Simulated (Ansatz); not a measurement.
Polymorphs of Rb, each relaxed with r²SCAN (plane waves, PAW; program Ansatz):

A: β-Sn type (I4_1/amd)
a = b = 8.914 Å, c = 4.859 Å, α = β = γ = 90.00°

| atom | site | symmetry | x | y | z |
|---|---|---|---|---|---|
| Rb | 4a | -4m2 | 0.0000 | 0.0000 | 0.0000 |

B: fcc (Cu type) (Fm-3m)
a = b = c = 7.2554 Å, α = β = γ = 90.00°

```tsv
atom	site	symmetry	x	y	z
Rb	4a	m-3m	0.0000	0.0000	0.0000
```

Question: Rank these by energy per atom at 0 K (lowest first), as r²SCAN gives it.

Answer: B (+0 meV/atom), A (+60 meV/atom)

Built on a structure type that need not be the filed one of that space group: A; B. Not the usual ambient phase: A; B. All cells were relaxed under the symmetry of their starts (and spin orders); stability against distortions was not tested throughout. Spin–orbit coupling is left out wherever it is not named.

Energies hold the estimated change up to a 700 eV cutoff; steps of a few meV lie near the error of the meshes.

Potentials: the later of the program's two PAW sets.
